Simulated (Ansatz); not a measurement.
TiAu:
```cif
data_Au2Ti2
_chemical_formula_sum 'Ti2 Au2'
_space_group_name_H-M_alt 'P 1'
_space_group_IT_number 1
_cell_length_a 4.60067
_cell_length_b 2.97769
_cell_length_c 4.92429
_cell_angle_alpha 90.000
_cell_angle_beta 90.000
_cell_angle_gamma 90.000
loop_
_space_group_symop_operation_xyz
  'x, y, z'
loop_
_atom_site_label
_atom_site_type_symbol
_atom_site_fract_x
_atom_site_fract_y
_atom_site_fract_z
_atom_site_occupancy
Ti1 Ti 0.25000 0.00000 0.81915 1
Ti2 Ti 0.75000 0.00000 0.18085 1
Au1 Au 0.25000 0.50000 0.32378 1
Au2 Au 0.75000 0.50000 0.67622 1
```
The run is spin-polarised; directions of the spins, atom by atom: ↑ ↑ 0 0.

Relaxed with r²SCAN.

Problem. Which orbitals make up the states near the Fermi level in r²SCAN (plane waves, PAW; program Ansatz)?

Solution. Within 0.5 eV of the Fermi level: Ti 3d 71 %, Au 5d 8 %, outside the projected shells 14 %. Projections are on Löwdin-orthogonalised atomic valence shells; empty p or d shells of many metals are not among them.

Problem. Tabulate the density of states.

Solution. States/eV per cell of 4 atoms, in 0.25 eV bins, energy from the Fermi level.

| E (eV) | total | Au 5d | Ti 3d | Au 6s |
|---|---|---|---|---|
| -7.85 | 0.58 | 0.04 | 0.01 | 0.31 |
| -7.60 | 0.66 | 0.07 | 0.02 | 0.36 |
| -7.35 | 0.79 | 0.13 | 0.03 | 0.42 |
| -7.10 | 1.17 | 0.32 | 0.06 | 0.56 |
| -6.85 | 2.38 | 1.11 | 0.19 | 0.79 |
| -6.60 | 5.29 | 3.59 | 0.46 | 0.89 |
| -6.35 | 7.75 | 6.42 | 0.52 | 0.46 |
| -6.10 | 9.00 | 7.90 | 0.51 | 0.27 |
| -5.85 | 6.86 | 6.04 | 0.36 | 0.21 |
| -5.60 | 6.09 | 5.39 | 0.31 | 0.13 |
| -5.35 | 7.23 | 6.31 | 0.40 | 0.20 |
| -5.10 | 6.75 | 6.02 | 0.33 | 0.18 |
| -4.85 | 6.35 | 5.71 | 0.37 | 0.10 |
| -4.60 | 6.96 | 6.31 | 0.36 | 0.13 |
| -4.35 | 6.56 | 5.78 | 0.38 | 0.20 |
| -4.10 | 6.46 | 5.54 | 0.39 | 0.27 |
| -3.85 | 3.98 | 3.21 | 0.26 | 0.26 |
| -3.60 | 2.38 | 1.57 | 0.26 | 0.30 |
| -3.35 | 1.66 | 0.79 | 0.26 | 0.38 |
| -3.10 | 1.68 | 0.65 | 0.36 | 0.47 |
| -2.85 | 1.12 | 0.34 | 0.30 | 0.30 |
| -2.60 | 0.90 | 0.24 | 0.26 | 0.21 |
| -2.35 | 0.86 | 0.21 | 0.26 | 0.17 |
| -2.10 | 0.92 | 0.22 | 0.30 | 0.16 |
| -1.85 | 1.08 | 0.25 | 0.39 | 0.16 |
| -1.60 | 1.49 | 0.30 | 0.68 | 0.16 |
| -1.35 | 2.32 | 0.24 | 1.44 | 0.12 |
| -1.10 | 3.53 | 0.33 | 2.43 | 0.15 |
| -0.85 | 4.83 | 0.39 | 3.55 | 0.14 |
| -0.60 | 3.83 | 0.30 | 2.76 | 0.10 |
| -0.35 | 4.12 | 0.33 | 2.92 | 0.11 |
| -0.10 | 3.60 | 0.26 | 2.56 | 0.07 |
| 0.15 | 2.08 | 0.17 | 1.46 | 0.04 |
| 0.40 | 2.03 | 0.18 | 1.51 | 0.04 |
| 0.65 | 2.13 | 0.18 | 1.66 | 0.04 |
| 0.90 | 3.37 | 0.22 | 2.85 | 0.05 |
| 1.15 | 5.17 | 0.32 | 4.48 | 0.06 |
| 1.40 | 5.49 | 0.28 | 4.87 | 0.05 |
| 1.65 | 5.62 | 0.24 | 5.06 | 0.05 |
| 1.90 | 7.26 | 0.35 | 6.49 | 0.08 |
| 2.15 | 5.95 | 0.26 | 5.33 | 0.08 |
| 2.40 | 4.71 | 0.21 | 4.05 | 0.09 |
| 2.65 | 4.69 | 0.21 | 3.97 | 0.11 |
| 2.90 | 3.73 | 0.15 | 2.99 | 0.12 |
| 3.15 | 3.04 | 0.10 | 2.20 | 0.14 |
| 3.40 | 2.36 | 0.07 | 1.52 | 0.16 |
| 3.65 | 1.85 | 0.05 | 1.02 | 0.17 |
| 3.90 | 1.88 | 0.04 | 0.96 | 0.24 |
| 4.15 | 1.85 | 0.03 | 0.82 | 0.33 |
| 4.40 | 1.54 | 0.03 | 0.60 | 0.27 |
| 4.65 | 1.45 | 0.02 | 0.56 | 0.17 |

Space group Pmma. The workflow started from a Materials Project entry (that database holds measured and hypothetical structures alike); the Crystallography Open Database copy checked does not list it. COD files the formula under space group No. 221. With Ti and Au taken as one species the cell has the higher symmetry P6_3/mmc, so it may be an ordered model of a mixed-site phase. Its standing as an ambient phase is unchecked. The r²SCAN relaxation kept the symmetry of its start; whether a distortion lowers the energy is not shown. Spin order of the final state: ferromagnetic, chosen from 2 collinear starts compared on coarse meshes (ties went to the first, and starts can fall back to one state), not a proven ground state. Other orbital occupations within this spin state were not tried. Scalar-relativistic: spin–orbit coupling is off unless named, which matters more the heavier the elements.

Potentials: the later of the program's two PAW sets.
